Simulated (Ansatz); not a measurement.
## Hf2CuSb3 in Ansatz, relaxation

The input file (Ansatz 0.2.0, plane waves):

```yaml
crystal:
  lattice:
    - [3.87206509, 0.0, 0.0]
    - [0.0, 3.87206509, 0.0]
    - [0.0, 0.0, 8.48613775]
  atoms:
    - { symbol: Sb, position: [0.5, 0.5, 0.0] }
    - { symbol: Cu, position: [0.0, 0.0, 0.0] }
    - { symbol: Hf, position: [0.0, 0.5, 0.734] }
    - { symbol: Hf, position: [0.5, 0.0, 0.266] }
    - { symbol: Sb, position: [0.0, 0.5, 0.382] }
    - { symbol: Sb, position: [0.5, 0.0, 0.618] }
  symmetry: { tolerance: 0.0003 }
kpoints:
  mp_grid: { grid: [9, 9, 4], shift: [0, 0, 0] }
magnetization:
  spin_polarized: false
scf:
  occupations: { method: fermi_dirac }
  lower_state_search: "off"
hamiltonian:
  pseudopotentials: { kind: paw }
  xc: r2scan
basis:
  ecutwfc: 500
  fft_grid_basis: typed
relax:
  max_steps: 40
  cell: { p_target: 0.0 }
  f_tol: 0.03
output:
  forces: true
  stress: true
  eigenvalues: true
  bader: true
  populations: true
  elf: true
  write_potential: true
  volumetric_format: npy
  dos:
    e_range: [-12, 8]
    de: 0.05
    projected: { site_lists: { Cu: [Cu], Hf: [Hf], Sb: [Sb] } }
  write_density: true
checkpoint:
  read: saved_state
```

The command:

```bash
ansatz run input.yaml --threads 2 --pin off --max-ram 3584MiB --backend cpu --events-out ev --progress --plain --runs-dir out
```

Origin of the cell: a database entry, scaled a little.

The smearing width isn't typed, so it takes its default of 0.1 eV.

The saved state is a converged single point of the same cell.

Steps («new basis» is an SCF on plane waves selected anew at the same cell):

```tsv
step	ΔF (meV/atom)	max force component (eV/Å)	P (GPa)	volume (Å³)	SCF iterations	step was
1	0.0	0.359	2.46	127.23	9	accepted
2	8.6	0.499	-2.75	134.60	12	rejected
3	-7.4	0.054	-0.12	130.38	16	accepted
4	-7.5	0.015	-0.07	130.28	9	accepted
5	-7.5	0.002	0.02	130.18	8	accepted
6	-7.6	0.002	0.02	130.18	8	new basis
```

The starting structure.

Space group P-4m2 (No. 115); the run's cell has a = 3.872 Å, b = 3.872 Å, c = 8.486 Å, α = 90.00°, β = 90.00°, γ = 90.00°. Shortest distances: Cu–Sb 2.74 Å, Hf–Sb 2.91 Å, Cu–Hf 2.97 Å, Sb–Sb 3.39 Å.

The relaxed structure.

Space group P-4m2 (No. 115); the run's cell has a = 3.900 Å, b = 3.900 Å, c = 8.557 Å, α = 90.00°, β = 90.00°, γ = 90.00°. Shortest distances: Cu–Sb 2.76 Å, Hf–Sb 2.92 Å, Cu–Hf 2.98 Å, Sb–Sb 3.47 Å.

```yaml
crystal:
  lattice:
    - [3.90039, 0.00000, 0.00000]
    - [0.00000, 3.90039, 0.00000]
    - [0.00000, 0.00000, 8.55722]
  atoms:
    - { symbol: Sb, position: [0.50000, 0.50000, 0.00000] }
    - { symbol: Cu, position: [0.00000, 0.00000, 0.00000] }
    - { symbol: Hf, position: [0.00000, 0.50000, 0.73706] }
    - { symbol: Hf, position: [0.50000, 0.00000, 0.26294] }
    - { symbol: Sb, position: [0.00000, 0.50000, 0.37674] }
    - { symbol: Sb, position: [0.50000, 0.00000, 0.62326] }
```

```
Free energy lowered by  : 7.6 meV/atom
Volume change           : 2.32 %
Final pressure          : 0.02 GPa
Relaxation steps listed : 6
Gap on the mesh         : none (metal)
```

Caveats: no moments, though an odd count or open d shells may carry them; no spin-orbit coupling, though heavy elements are present; the relaxation held the start's symmetry, so the end may be a saddle point.

It ran for 7.5 min on 2 threads of Arm Neoverse V1 (shared host), peak memory 0.91 GiB, from a saved density.
